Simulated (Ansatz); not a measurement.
WSe2 (2H-MoS2 type), relaxed with r2SCAN+rVV10 in the plane-wave code Ansatz. It is hexagonal, P6_3/mmc (No. 194); conventional cell a = 3.300 Å, c = 13.149 Å, 20.66 Å³ an atom. W is surrounded by 6 Se at 2.53 Å; Se is surrounded by 3 W at 2.53 Å.

The axes x, y and z are those of this cell:
```xyz
6
Lattice="3.2997 0.0000 0.0000 -1.6498 2.8576 0.0000 0.0000 0.0000 13.1487" Properties=species:S:1:pos:R:3 pbc="T T T"
W     0.0000    1.9051    3.2872
W     1.6498    0.9525    9.8615
Se    1.6498    0.9525    4.9526
Se    1.6498    0.9525    1.6218
Se    0.0000    1.9051   11.5269
Se    0.0000    1.9051    8.1961
```

Unstrained: With PBE the valence top lies at Γ and the conduction bottom at Γ–K (0.54 of the way from Γ), 1.022 eV higher; the smallest vertical gap, at K, is 1.496 eV. With r2SCAN the valence top lies at Γ and the conduction bottom at Γ–K (0.54 of the way from Γ), 1.143 eV higher; the smallest vertical gap, at K, is 1.612 eV. With HSE06 the valence top lies at Γ and the conduction bottom at Γ–K (0.54 of the way from Γ), 1.500 eV higher; the smallest vertical gap, at K, is 1.948 eV. r2SCAN+SOC gives an indirect gap of 1.066 eV, from Γ to Γ–K (0.54 of the way from Γ); the least direct gap is 1.391 eV at K. Meshes: PBE 12×12×2, r2SCAN 12×12×2, HSE06 6×6×2, r2SCAN+SOC 12×12×2. Strains are changes of length per length. After each strain the atoms were relaxed again with r2SCAN+rVV10 within the symmetry that the strain leaves, so tilts or polar shifts that break it weren't tested; points keep the names that they have in the unstrained zone. No magnetic order and no zero-point or thermal motion.

**Question.** Estimate what isotropic +1.0 % on every length does to the gap.

**Answer.** PBE: the gap goes from 1.022 to 1.061 eV (+0.039 eV). r2SCAN: the gap goes from 1.143 to 1.179 eV (+0.036 eV). HSE06: the gap goes from 1.500 to 1.544 eV (+0.044 eV). r2SCAN+SOC: the gap goes from 1.066 to 1.100 eV (+0.034 eV).

**Question.** Estimate what isotropic +3.0 % on every length does to the gap.

**Answer.** PBE: the gap goes from 1.022 to 0.840 eV (-0.182 eV); the edges go from Γ → Γ–K (0.54) to Γ → K. r2SCAN: the gap goes from 1.143 to 0.911 eV (-0.232 eV); the edges go from Γ → Γ–K (0.54) to Γ → K. HSE06: the gap goes from 1.500 to 1.242 eV (-0.258 eV); the edges go from Γ → Γ–K (0.54) to Γ → K. r2SCAN+SOC: the gap goes from 1.066 to 0.840 eV (-0.226 eV); the edges go from Γ → Γ–K (0.54) to Γ → K.

**Question.** Apply isotropic -1.0 % on every length. How far does the gap move, against the unstrained cell?

**Answer.** PBE: the gap goes from 1.022 to 0.976 eV (-0.046 eV). r2SCAN: the gap goes from 1.143 to 1.101 eV (-0.042 eV). HSE06: the gap goes from 1.500 to 1.447 eV (-0.053 eV). r2SCAN+SOC: the gap goes from 1.066 to 1.023 eV (-0.043 eV).

**Question.** Apply isotropic +2.0 % on every length. How far does the gap move, against the unstrained cell?

**Answer.** PBE: the gap goes from 1.022 to 0.985 eV (-0.037 eV); the edges go from Γ → Γ–K (0.54) to Γ → K. r2SCAN: the gap goes from 1.143 to 1.061 eV (-0.082 eV); the edges go from Γ → Γ–K (0.54) to Γ → K. HSE06: the gap goes from 1.500 to 1.403 eV (-0.097 eV); the edges go from Γ → Γ–K (0.54) to Γ → K. r2SCAN+SOC: the gap goes from 1.066 to 0.981 eV (-0.085 eV); the edges go from Γ → Γ–K (0.54) to Γ → K.

**Question.** Estimate what isotropic -3.0 % on every length does to the gap.

**Answer.** PBE: the gap goes from 1.022 to 0.865 eV (-0.157 eV); the edges go from Γ → Γ–K (0.54) to Γ → Γ–K (0.55). r2SCAN: the gap goes from 1.143 to 0.995 eV (-0.148 eV); the edges go from Γ → Γ–K (0.54) to Γ → Γ–K (0.55). HSE06: the gap goes from 1.500 to 1.318 eV (-0.182 eV); the edges go from Γ → Γ–K (0.54) to Γ → Γ–K (0.55). r2SCAN+SOC: the gap goes from 1.066 to 0.913 eV (-0.153 eV); the edges go from Γ → Γ–K (0.54) to Γ → Γ–K (0.55).

**Question.** Apply isotropic -4.0 % on every length. How far does the gap move, against the unstrained cell?

**Answer.** PBE: the gap goes from 1.022 to 0.799 eV (-0.223 eV); the edges go from Γ → Γ–K (0.54) to Γ → Γ–K (0.55). r2SCAN: the gap goes from 1.143 to 0.930 eV (-0.213 eV); the edges go from Γ → Γ–K (0.54) to Γ → Γ–K (0.55). HSE06: the gap goes from 1.500 to 1.239 eV (-0.261 eV); the edges go from Γ → Γ–K (0.54) to Γ → Γ–K (0.55). r2SCAN+SOC: the gap goes from 1.066 to 0.844 eV (-0.222 eV); the edges go from Γ → Γ–K (0.54) to Γ → Γ–K (0.55).

**Question.** Estimate what isotropic -2.0 % on every length does to the gap.

**Answer.** PBE: the gap goes from 1.022 to 0.924 eV (-0.098 eV); the edges go from Γ → Γ–K (0.54) to Γ → Γ–K (0.55). r2SCAN: the gap goes from 1.143 to 1.052 eV (-0.091 eV); the edges go from Γ → Γ–K (0.54) to Γ → Γ–K (0.55). HSE06: the gap goes from 1.500 to 1.387 eV (-0.113 eV); the edges go from Γ → Γ–K (0.54) to Γ → Γ–K (0.55). r2SCAN+SOC: the gap goes from 1.066 to 0.972 eV (-0.094 eV); the edges go from Γ → Γ–K (0.54) to Γ → Γ–K (0.55).

**Question.** Estimate what isotropic +4.0 % on every length does to the gap.

**Answer.** PBE: the gap goes from 1.022 to 0.702 eV (-0.320 eV); the edges go from Γ → Γ–K (0.54) to Γ → K. r2SCAN: the gap goes from 1.143 to 0.768 eV (-0.375 eV); the edges go from Γ → Γ–K (0.54) to Γ → K. HSE06: the gap goes from 1.500 to 1.089 eV (-0.411 eV); the edges go from Γ → Γ–K (0.54) to Γ → K. r2SCAN+SOC: the gap goes from 1.066 to 0.705 eV (-0.361 eV); the edges go from Γ → Γ–K (0.54) to Γ → K.

Only the levels marked +SOC include spin-orbit coupling.

Where an edge lies off the special points, it is a point of the mesh or the k point where a search put PBE's edge or least direct gap, reused for the other functionals, whose own edges may lie a little apart.

The meshes of the hybrids are coarse, so their gaps aren't converged to the digits shown.
